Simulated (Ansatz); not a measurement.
## Straining AlIn$_{2}$N$_{3}$

The calculation used Ansatz 0.2.0, DFT r2SCAN, scalar-relativistic, plane waves, PAW. Settings: 500 eV cutoff, 6×6×6 k-mesh, Gaussian smearing of 0.02 eV, no spin polarisation.

Starting point, cell and atoms relaxed:

```xyz
12
Lattice="5.1035 -2.9368 0.0000 5.1035 2.9368 0.0000 0.0000 0.0000 5.4417" Properties=species:S:1:pos:R:3 pbc="T T T"
Al    5.1035    0.9339    5.3824
Al    5.1035   -0.9339    2.6615
In    6.7556   -1.9166    5.3695
In    3.4514   -1.9166    5.3695
In    3.4514    1.9166    2.6486
In    6.7556    1.9166    2.6486
N     6.6468   -1.8699    2.0991
N     3.5602   -1.8699    2.0991
N     3.5602    1.8699    4.8199
N     6.6468    1.8699    4.8199
N     5.1035    0.7746    1.8391
N     5.1035   -0.7746    4.5599
```

Deformation: biaxial strain in the a-b plane, with the length and tilt of c and the atoms relaxed, all within the symmetry that the strain leaves. Energies are extrapolated to zero smearing. Gaps are generalised Kohn–Sham gaps over the whole zone.

```
strain (%)  ΔE (meV/atom) a (Å) b (Å) c (Å) gap (eV)
      -3.0           26.6  5.711  5.711  5.555      1.35
      -1.5            6.4  5.800  5.800  5.499      1.36
      +0.0            0.0  5.888  5.888  5.442      1.36
      +1.5            6.1  5.976  5.976  5.383      1.27
      +3.0           23.3  6.065  6.065  5.320      1.14
```

Problem. What stiffness (1/V) d²E/dε² at zero strain does a cubic fit over all points give?

Solution. A cubic fit gives (1/V) d²E/dε² = 654 GPa at zero strain (twice the biaxial modulus).

Problem. How does the free axis c answer a small strain?

Solution. Between the innermost points its strain is -0.71 times the applied one.

Problem. How fast does the gap move with strain on either side?

Solution. -5 meV per percent on the compressed side and -58 meV per percent on the stretched side; it is direct at -1.5 %, direct at zero and direct at +1.5 %.